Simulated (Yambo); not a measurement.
Yambo run on NaCoO₂ (space group R-3m, No. 166) under isotropic strain of -3 % on all lattice vectors. The wavefunctions come from this Quantum ESPRESSO step (PBEsol, PseudoDojo standard norm-conserving files, scalar-relativistic):

```
&CONTROL
  calculation = 'nscf'
  pseudo_dir = './pseudo'
  outdir = './out'
/
&SYSTEM
  ibrav = 0
  nat = 4
  ntyp = 3
  ecutwfc = 96.0
  ecutrho = 384.0
  occupations = 'fixed'
  force_symmorphic = .true.
  nbnd = 66
/
&ELECTRONS
  conv_thr = 4e-09
  diago_full_acc = .true.
  diago_thr_init = 1e-08
/
ATOMIC_SPECIES
O 15.9990 O.upf
Na 22.9898 Na.upf
Co 58.9332 Co.upf
CELL_PARAMETERS angstrom
  1.401142622605   0.808950070334   4.962209929369
 -1.401142622605   0.808950070334   4.962209929369
 -0.000000000000  -1.617900140668   4.962209929369
ATOMIC_POSITIONS crystal
O   0.231547774400   0.231547774400   0.231547774400
O   0.768452225600   0.768452225600   0.768452225600
Na   0.000000000000  -0.000000000000   0.000000000000
Co   0.500000000000   0.500000000000   0.500000000000
K_POINTS automatic
6 6 6 0 0 0
```

Yambo input:

```
rim_cut
gw0
dyson
el_el_corr
HF_and_locXC
ppa
em1d
RandQpts= 1000000
RandGvec= 1 Ry
EXXRLvcs= 96 Ry
VXCRLvcs= 384 Ry
Chimod= "HARTREE"
% BndsRnXp
 6 | 64 |
%
NGsBlkXp= 7 Ry
% LongDrXp
 1.0 | 1.0 | 1.0 |
%
PPAPntXp= 27.2114 eV
% GbndRnge
 1 | 64 |
%
GTermKind= "BG"
DysSolver= "n"
ExtendOut
% QPkrange
 1 | 1 | 19 | 20 |
 16 | 16 | 19 | 20 |
 28 | 28 | 19 | 20 |
%
```

k points by index: 1 = Γ, 16 = (0.167, 0.167, -0.5), 28 = (0.333, 0.333, -0.5).

The o-*.qp file then holds:

```
#    K-point    Band    Eo [eV]    E [eV]    E-Eo [eV]    Vxc [eV]    Vnlxc [eV]    Sc|Eo [eV]    Sc|E [eV]    dSc/dw|Eo [eV]    Re(Z)    Im(Z)
#
    1    19    -0.260764    -0.323728    -0.062964    -27.89080    -35.36566    7.387511    7.411892    -10.49330    0.721691    -0.002161
    1    20    2.016437    3.193269    1.176832    -27.42474    -21.58886    -4.229820    -4.659047    -9.917125    0.732833    -0.006872
    16    19    -0.173098    -0.165216    0.007882    -28.92322    -36.37497    7.462613    7.459633    -10.61721    0.719328    -0.002101
    16    20    1.083133    2.227521    1.144388    -27.36383    -21.07956    -4.727376    -5.139889    -9.807368    0.735066    -0.001861
    28    19    0.000000    -0.027515    -0.027515    -28.05214    -35.14456    7.054493    7.064906    -10.21846    0.726992    -0.001891
    28    20    1.256940    2.378887    1.121947    -26.69737    -20.87817    -4.299102    -4.697252    -9.655253    0.738098    -0.001873
```
(The two width columns are left out.) Convergence of these settings isn't established.

Geometry strained from the cell relaxed with PBEsol, atoms relaxed again.

The structure is a Materials Project entry; no match was found in the copy of COD used, and its stability was not checked.

The runs are not spin-polarised; magnetic order was not tried.
